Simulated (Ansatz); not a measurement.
Relaxed BP (zinc blende):

```xyz
2
Lattice="0.0000 2.2742 2.2742 2.2742 0.0000 2.2742 2.2742 2.2742 0.0000" Properties=species:S:1:pos:R:3 pbc="T T T"
P      3.4114     3.4114     3.4114
B      0.0000     0.0000     0.0000
```

All values below come from PBE (plane waves to 420 eV, PAW, scalar-relativistic; Ansatz, a first-principles code). k mesh 10×10×10 (Γ-centred), Fermi-Dirac smearing 0.05 eV. As the smearing reaches across the gap at some points, energies and forces of such displacements shift with the k mesh and the smearing. BP was relaxed with its symmetry unable to fall.

One atom of the cell was then moved (with its periodic images), all else fixed, and the forces (eV/Å) came out as:

```json
[
 {"atom": "P1", "Fx": "0.000", "Fy": "0.000", "Fz": "2.731"},
 {"atom": "B2", "Fx": "0.000", "Fy": "0.000", "Fz": "-2.731"}
]
```

With two atoms only their relative shift counts; take B2 as fixed.

Task: Which atom was moved, and by which vector (Å)?

Result: P1, by (0.00, 0.00, -0.15), 0.15 Å in all.

(For displaced atoms, the force is minus the slope of the energy, and its curvature is a force constant, which sets phonon frequencies.)
